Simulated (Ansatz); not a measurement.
Put HfZrS₃ in P4mm (No. 99): Zr on 1a; Hf on 1a; S on 2c and 1b.

Method: DFT PBE, scalar-relativistic, plane waves, PAW in Ansatz. Cutoff 420 eV, Γ-centred mesh, Gaussian smearing, no spin polarisation.

The zero of energy is the elements' standard structures at the same level; no fitted shifts are applied.

**Question.** Give the relaxed lattice parameters and positions.

**Answer.**

Space group P4mm (No. 99). a = 4.117 Å, b = 4.117 Å, c = 6.084 Å, α = 90.00°, β = 90.00°, γ = 90.00°
```tsv
atom	site	symmetry	x	y	z
Zr	1a	4mm	0.0000	0.0000	0.4771
Hf	1a	4mm	0.0000	0.0000	0.9918
S	2c	2mm.	0.5000	0.0000	0.2265
S	1b	4mm	0.5000	0.5000	0.7253
```

Zr is surrounded by 4 S at 2.56 Å, 1 Hf at 2.95 Å, 1 Hf at 3.13 Å and 4 S at 3.28 Å; Hf is surrounded by 4 S at 2.51 Å, 1 Zr at 2.95 Å, 1 Zr at 3.13 Å and 4 S at 3.33 Å; S on a site of symmetry 2mm has 2 Hf at 2.51 Å, 2 Zr at 2.56 Å, 4 S at 2.91 Å and 4 S at 3.67–3.68 Å; S on a site of symmetry 4mm is surrounded by 4 Zr at 3.28 Å, 4 Hf at 3.33 Å and 8 S at 3.67–3.68 Å. Another local minimum with the same sites may exist.

**Question.** And its energy and gap?

**Answer.** The energy over the elements is −0.68 eV/atom. The gap on the 10×10×6 mesh of the 5-atom cell is 0 eV (a metal).

The last run used Gaussian smearing of 0.10 eV. These runs have no spin–orbit coupling, which can matter for Hf. The reference form of S is held partly by dispersion forces, which this level lacks. A structure relaxed within its symmetry needn't be a true minimum. Another cell of HfZrS3 relaxed alike, in R3m, lies 0.34 eV/atom lower, so this cell isn't the stable form at this level.
